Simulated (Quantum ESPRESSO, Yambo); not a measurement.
Levels of theory for the gap of BaTe

BaTe (rock salt, space group Fm-3m, No. 225): one geometry, one set of norm-conserving PBE (stringent potentials; Quantum ESPRESSO, 107 Ry, scalar-relativistic) orbitals, self-energies from Yambo (4×4×4 Γ-centred k mesh, bands 5 to 288 and a 12 Ry block in the screening, 288 bands in G with the Bruneval-Gonze terminator, plasmon pole fitted at 27.2 eV).

Cell and atoms were relaxed with PBEsol from Materials Project entry mp-1000, within its symmetry.

| level | gap Γ → X (eV) | direct gap at X (eV) | rough Yambo cost |
|---|---|---|---|
| PBE (Quantum ESPRESSO) | 1.55 | 1.90 | – |
| exchange only (Hartree-Fock self-energy on PBE orbitals) | 7.12 | 7.69 | about 1/30 (8 states) |
| static COHSEX@PBE | 3.43 | 3.86 | about 1/3 (3 states) |
| G0W0@PBE, plasmon pole | 2.51 | 2.93 | 1 (8 states) |

Bare exchange has no screening and gives the widest gap; static COHSEX screens it but leaves out the frequency dependence, which G0W0 restores.

Costs are rough ratios of core time on shared machines.

Nearest settings tried, and what they do to the gap: 152 bands in G: +3 meV; 152 bands in W, 152 bands in G: -39 meV; 7 Ry block (181 vectors against 459): -64 meV. Not varied: mesh. So the settings aren't converged at that level.

Without spin-orbit coupling, band edges of such heavy elements can be off by tenths of an eV.
